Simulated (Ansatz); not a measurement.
Relaxed-ion elastic tensor of MgO in space group Pm-3n (No. 223; Mg on 6c, O on 6d) in GPa (Voigt order), plane-wave PAW LDA (Ansatz code); density 2.38 g/cm³, 14.03 Å³ per atom.

```
 200  57.4  57.4   0.0   0.0   0.0
57.4   200  57.4   0.0   0.0   0.0
57.4  57.4   200   0.0   0.0   0.0
 0.0   0.0   0.0  20.0   0.0   0.0
 0.0   0.0   0.0   0.0  20.0   0.0
 0.0   0.0   0.0   0.0   0.0  20.0
```

**Question.** Is the crystal mechanically stable?

**Answer.** Yes: the smallest eigenvalue of C is 20.0 GPa.

**Question.** Work out the Voigt, Reuss and Hill averages.

**Answer.** K_V = 105, K_R = 105, K_H = 105; G_V = 40.4, G_R = 28.1, G_H = 34.2 GPa.

**Question.** Give Young's modulus, Poisson's ratio, Pugh's ratio and the universal anisotropy index.

**Answer.** E = 9KG/(3K + G) = 92.6 GPa; ν = 0.35; K/G = 3.06 (ductile by the Pugh limit of 1.75); A_U = 5G_V/G_R + K_V/K_R − 6 = 2.20.

**Question.** Estimate the sound speeds and the Debye temperature.

**Answer.** v_l = √((K + 4G/3)/ρ) = 7940 m/s, v_t = √(G/ρ) = 3790 m/s, mean 4260 m/s; Θ = (h/k)(3n/4πV)^(1/3) v_m = 526 K.

**Question.** Give the Zener ratio and Young's modulus along [100], [110] and [111].

**Answer.** A = 2C44/(C11 − C12) = 0.28; 1/E = S11 − 2(S11 − S12 − S44/2)Γ with Γ = 0, 1/4, 1/3 gives 174, 67.8, 56.4 GPa.

**Question.** Solve the Christoffel equation for the three sound speeds along [100], [110], [111].

**Answer.** Eigenvalues of C_ijkl n_j n_l equal ρv². In km/s, slowest first: [100] 2.89, 2.89, 9.15; [110] 2.89, 5.46, 7.89; [111] 4.76, 4.76, 7.42.

The workflow started from a Materials Project entry (that database holds measured and hypothetical structures alike); the Crystallography Open Database copy checked does not list it. It is not the phase usual at ambient conditions (space group No. 225). Symmetry was held in the LDA relaxation; phonons on a q-mesh show no instability.

Potentials: the later of the program's two PAW sets.
